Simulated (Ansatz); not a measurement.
A geometry of TiPd away from equilibrium: step 13 of the relaxation of a generated cell, TiPd placed in the AFLOW prototype AB_hP2_187_d_a (B_h, as in WC). All values below come from PBEsol (plane waves to 420 eV, PAW, scalar-relativistic; Ansatz, a quantum-chemistry and plane-wave program). Γ-centred k-mesh 11×11×10 on the run's cell (coarser than for final values), Fermi–Dirac smearing 0.05 eV.

```yaml
crystal:
  lattice:
    - [2.92825, 0.00000, 0.00000]
    - [-1.46413, 2.53594, 0.00000]
    - [0.00000, 0.00000, 4.06053]
  atoms:
    - { symbol: Ti, position: [0.00000, 0.00000, 0.00000] }
    - { symbol: Pd, position: [0.66667, 0.33333, 0.50000] }
```

Problem. Which atoms carry the largest force, and which way does it point?

Solution. No atom: all forces are below 0.005 eV/Å; only the cell is out of equilibrium.

Problem. What is the pressure?

Solution. +4.3 GPa, compression positive.

Problem. How far above the relaxed end point is this geometry?

Solution. 0.03 eV/atom; the path ends in P-6m2 (No. 187).

No spin polarisation in the result.

The run could not lose the symmetry of its start: the end is stationary, and may be a saddle point rather than a minimum.

All atoms sit on sites fixed by symmetry, so only the cell could relax.

The end of the path is a generated cell of TiPd: the first start was made by placing the elements on the sites of a structure type, and the end was not matched to a known phase here, so it may be hypothetical.
